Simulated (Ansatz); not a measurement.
The relaxed structure here is a generated cell of SnSe: the first start was made by placing the elements on the sites of a structure type, and the end was not matched to a known phase here, so it may be hypothetical. Known forms of SnSe include space group No. 62.

A relaxed structure of SnSe. Computed with PBE (plane waves to 420 eV, PAW, scalar-relativistic; Ansatz, an electronic-structure program).

```xyz
12
Lattice="5.1216 0.0000 0.0000 -2.5608 4.4354 0.0000 0.0000 0.0000 17.5616" Properties=species:S:1:pos:R:3 pbc="T T T"
Sn     0.0000     0.0000     0.3231
Sn     0.0000     0.0000     9.1039
Sn     2.5608     1.4785    14.8387
Sn     0.0000     2.9569     6.0579
Sn     2.5608     1.4785     3.2825
Sn     0.0000     2.9569    12.0633
Se     0.0000     0.0000    15.0837
Se     0.0000     0.0000     6.3029
Se     2.5608     1.4785    12.0304
Se     0.0000     2.9569     3.2496
Se     2.5608     1.4785     0.5179
Se     0.0000     2.9569     9.2987
```

Determine the symmetry and give the standard cell with its independent sites.

Space group P6₃mc (No. 186); a = 5.1216 Å, b = 5.1216 Å, c = 17.5616 Å, α = 90.00°, β = 90.00°, γ = 120.00°

```
atom  site  symmetry       x       y       z
----  ----  --------  ------  ------  ------
Sn      2a       3m.  0.0000  0.0000  0.0184
Sn      2b       3m.  0.3333  0.6667  0.3450
Sn      2b       3m.  0.6667  0.3333  0.1869
Se      2a       3m.  0.0000  0.0000  0.3589
Se      2b       3m.  0.3333  0.6667  0.1850
Se      2b       3m.  0.6667  0.3333  0.0295
```

Give the shortest distances between elements (the closest pairs, up to four, under 3.6 Å).

Se–Sn 2.76 Å.

Volume per atom: 33.24 Å³
Band gap: 1.08 eV, indirect (valence top at K, conduction bottom at k = (0.1667, 0.1667, 0)) (no spin-orbit coupling)
Smallest direct gap: 1.37 eV at K

No spin polarisation in the result.

The run could not lose the symmetry of its start, so the end can be a saddle point.
